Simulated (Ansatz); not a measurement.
# SCF convergence of Ga3Se against the mixing preconditioner

These are results of DFT PBE, scalar-relativistic, plane waves, PAW in Ansatz 0.2.0, not measurements.

```
Ga Se
1.0
     4.43246    0.00000    0.00000
     0.00000    4.43246    0.00000
     0.00000    0.00000    4.43246
Ga Se
3 1
Direct
  0.00000 0.50000 0.50000
  0.50000 0.00000 0.50000
  0.50000 0.50000 0.00000
  0.00000 0.00000 0.00000
```

```json
{"plane-wave cutoff": "420 eV", "Γ-centred k-mesh": "10×10×10", "occupation rule": "Gaussian smearing, 0.1 eV", "spin treatment": "unpolarised"}
```

Each run starts from superposed atomic densities and uses the program's default quasi-Newton mixer with a history of 8, at most 120 iterations and the default threshold on the density residual; only the mixing preconditioner differs.

```json
{"mixing preconditioner": "none", "iterations": "7", "converged": "yes", "density residual (eV) at iterations 1, 3, 5": "0.54 0.016 6.4e-05"}
{"mixing preconditioner": "kerker", "iterations": "9", "converged": "yes", "density residual (eV) at iterations 1, 3, 5": "0.54 0.024 0.00031"}
{"mixing preconditioner": "kerker-dos", "iterations": "9", "converged": "yes", "density residual (eV) at iterations 1, 3, 5": "0.54 0.016 0.00017"}
{"mixing preconditioner": "local-kerker", "iterations": "8", "converged": "yes", "density residual (eV) at iterations 1, 3, 5": "0.54 0.014 0.00011"}
```

Cost: 4 runs of about 0.51 core-minutes in all, on Arm Neoverse V2 (shared hosts).